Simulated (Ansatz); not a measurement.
Starting structure of a cell relaxation (symmetry kept):

```
Mn Ga S
1.0
     3.72795    0.00000    0.00000
    -1.86398    3.22850    0.00000
     0.00000    0.00000   15.33346
Mn Ga S
2 2 5
Cartesian
  0.0000 2.1523 6.1625
  1.8640 1.0762 9.1710
  0.0000 2.1523 12.7054
  1.8640 1.0762 2.6281
  0.0000 0.0000 7.6667
  0.0000 2.1523 10.4744
  1.8640 1.0762 4.8590
  0.0000 2.1523 1.6237
  1.8640 1.0762 13.7098
```

Level of theory: DFT PBEsol, scalar-relativistic, plane waves, PAW (Ansatz 0.2.0).

Settings: cutoff 420 eV, Γ-centred mesh 12×12×4 on the computed 9-atom cell, Gaussian smearing of 0.10 eV; collinear spin from starting moments 4.5 4.5 0 0 0.13 0 0 0 0 μB.

Q: What does it relax to?

A: The volume drops by 1.57 Å³/atom to 18.94 Å³/atom, and the energy falls by 26.2 meV/atom. The cell ends with a moment of 8.54 μB (only this magnetic start was tried). Final structure:
```
Mn Ga S
1.0
     3.59688    0.00000    0.00000
    -1.79844    3.11499    0.00000
     0.00000    0.00000   15.21187
Mn Ga S
2 2 5
Direct
  0.33333 0.66667 0.40966
  0.66667 0.33333 0.59034
  0.33333 0.66667 0.82171
  0.66667 0.33333 0.17829
  0.00000 0.00000 0.50000
  0.33333 0.66667 0.67554
  0.66667 0.33333 0.32446
  0.33333 0.66667 0.10933
  0.66667 0.33333 0.89067
```

Moments started parallel, and an antiferromagnetic order may lie lower. The cell holds layers, and where no dispersion correction was added their binding is poorly described.

Cost: 1 run of about 17 core-minutes, on Intel Xeon Platinum 8259CL (Skylake/Cascade Lake) (shared hosts).